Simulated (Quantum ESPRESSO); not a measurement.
## AgMg3Ru2Ti2 in 6 site orders

All numbers below are calculated, not measured. They come from Quantum ESPRESSO 7.5, a public plane-wave density functional program. Each row is one single-point run on a made-up periodic cell of eight metal atoms, with elements, volume, strain and displacements drawn at random and not relaxed, so a cell may be unstable or far from any real phase. There is no spin polarisation or spin-orbit coupling.

Settings: PBE unless stated; PseudoDojo standard norm-conserving files; Fermi-Dirac width 0.25 eV, which means electrons at about 2900 K; cutoff 1143 eV; 5 x 5 x 5 k mesh shifted half a step off Gamma. E is the free energy of the whole cell (internal energy minus TS), so a -TS column is already part of it. Stress is positive in tension, and the pressure P is minus a third of its trace.

Checks: one run of this series was repeated at a higher cutoff and on a denser mesh, which moved values by no more than 0.005 eV, 0.04 GPa and 0.007 eV/Å, and a second program with other atomic files agreed on it to 2 % rms in force and 0.5 GPa in pressure. Known limits: a spin test at this wide smearing found no moment, but such smearing suppresses magnetism that the real alloy may have.

The lattice is hexagonal close-packed, and the cell vectors in Å are (-0.009, 0.024, 4.840); (6.026, 0.022, -0.011); (-2.994, 5.215, 0.031), a volume of 152.45 Å³. The runs put one composition on the same eight displaced sites in different orders. E is counted from run 1, and the rms force is over all 24 components. Nothing is relaxed, so E mixes bonding between neighbours with strain on unrelaxed sites, and it is not an ordering energy.

```
run,elements on sites 1 to 8,E (eV),-TS (eV),rms force (eV/Å),largest force (eV/Å),P (GPa)
1,Ti Mg Mg Ru Ti Ru Mg Ag,0.000,-1.716,0.584,1.82,-9.80
2,Mg Ti Ti Mg Ru Ag Mg Ru,0.684,-1.916,0.435,1.18,-9.25
3,Mg Ti Ru Ru Mg Mg Ti Ag,0.433,-1.819,0.366,0.99,?
4,Mg Ru Ru Ti Mg Ti Mg Ag,0.352,-1.850,0.575,1.63,-9.71
5,Ag Ti Mg Ru Mg Ti Ru Mg,0.324,-1.941,0.364,0.94,-9.60
6,Mg Ti Ag Mg Ru Ru Ti Mg,-0.134,-1.806,0.363,1.11,-9.96
```

## Worked fit

A straight line through the runs shown gives P = -9.86 + 0.79 E GPa with E in eV, an error of 0.14 on the slope and a scatter of 0.09 GPa. At this fixed volume the orders of higher energy tend to have the higher pressure.

## Withheld value

Question: what pressure should run 3 give?

The fit gives -9.52 ± 0.10 GPa. The calculation gave -9.22 GPa. This run lies off the fit by more than twice that error, so something that the fit leaves out matters here.
